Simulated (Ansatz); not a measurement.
Total density of states per atom from PBEsol in the plane-wave PAW code Ansatz, in 0.25 eV bins, energy from the valence-band maximum:

(E (eV), states/eV/atom): (-6.47, 0.00); (-6.22, 0.48); (-5.97, 0.42); (-5.72, 0.48); (-5.47, 0.70); (-5.22, 0.68); (-4.97, 0.73); (-4.72, 0.60); (-4.47, 0.53); (-4.22, 0.56); (-3.97, 0.68); (-3.72, 0.76); (-3.47, 0.77); (-3.22, 0.83); (-2.97, 0.81); (-2.72, 0.88); (-2.47, 0.88); (-2.22, 0.83); (-1.97, 0.75); (-1.72, 0.50); (-1.47, 0.63); (-1.22, 0.73); (-0.97, 0.90); (-0.72, 1.07); (-0.47, 0.46); (-0.22, 0.44); (0.03, 0.05); (0.28, 0.00); (0.53, 0.00); (0.78, 0.00); (1.03, 0.00); (1.28, 0.00); (1.53, 0.00); (1.78, 0.00); (2.03, 0.00); (2.28, 0.02); (2.53, 0.12); (2.78, 0.18); (3.03, 0.33); (3.28, 0.67); (3.53, 0.30); (3.78, 0.30); (4.03, 0.41); (4.28, 0.31); (4.53, 0.48); (4.78, 0.75); (5.03, 0.77); (5.28, 0.53); (5.53, 0.63); (5.78, 0.44); (6.03, 0.34); (6.28, 0.31); (6.53, 0.35); (6.78, 0.32); (7.03, 0.33)

Problem. Pick the material that matches.
A) Mg3CdO4, Pm-3m (Mg on 3c, Cd on 1a, O on 3d, O on 1b)
B) VO2, C2/m (Pearson symbol mS24)
C) Ta2O5, Cmmm (Ta on 4i, O on 4j, O on 4i, O on 2a)
D) TaSi2, MoSi2 or CaC2 type

Solution. C, Ta2O5, Cmmm (Ta on 4i, O on 4j, O on 4i, O on 2a). Top 1 eV of the valence band: O 2p 97 %. Bottom 1 eV of the conduction band: Ta 5d 89 %, O 2p 8 %. Projections are on Löwdin-orthogonalised atomic valence shells; empty p or d shells of many metals are not among them.

The first step of the workflow began from a Materials Project structure, measured or hypothetical; the Crystallography Open Database copy checked does not list it. COD files the formula under space group No. 49, so this cell is another polymorph or a model. Whether it is the stable phase at ambient conditions was not checked. The cell was relaxed with PBEsol under the symmetry of its start; of distortions, only those at the zone centre were tested, and some modes there are weakly imaginary. The run is not spin-polarised. Scalar-relativistic: spin–orbit coupling is off unless named, which matters more the heavier the elements.

Potentials: the later of the program's two PAW sets.
